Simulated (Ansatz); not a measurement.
**Moving the pressure in Ti3S2**

The cell as given:

```
CELL_PARAMETERS angstrom
2.71311 1.56642 3.23762
-2.71311 1.56642 3.23762
0.00000 -3.13283 3.23762
ATOMIC_POSITIONS crystal
Ti 0.00000 0.33565 0.66434
Ti 0.66434 0.00000 0.33565
Ti 0.33565 0.66434 0.00000
S 0.16784 0.16784 0.16784
S 0.83216 0.83216 0.83216
```

The cell comes from a database or a generator and needn't be the stable form of this composition.

Kept alike: task relaxation of cell and atoms; functional PBEsol; k mesh 6 × 6 × 6; occupations fermi-dirac, width 0.05 eV; no spin polarisation. Program: Ansatz, Ansatz PAW, cutoff 420 eV. The mesh is that of the run's cell of 5 atoms. No spin-orbit coupling.

| pressure, P (GPa) | volume (Å³/atom) |
| --- | --- |
| 0 | 15.945 |
| 2 | 15.709 |
| 5 | 15.385 |
| 10 | ? |
| 20 | 14.131 |

The relaxations keep at least the cell's symmetry (R32). For a metal such a mesh leaves the last digits unconverged. Runs of this series that gave no sound value for these columns are left out. The runs follow the start's structure, whether or not it is the stable one at these pressures. P is the pressure aimed at, which the runs meet within some hundredths to tenths of a GPa. All rows use potentials made for PBE.

Q: Fit the rows shown and predict the run at 10 GPa.

A: Murnaghan's form V = V0 (1 + B′P/B0)^(-1/B′) through the rows shown has V0 = 15.9449, B0 = 130.6 GPa and B′ = 3.79 (largest miss 0.0003); at P = 10 it gives 14.908 Å³/atom. The run gave: volume 14.909 Å³/atom.
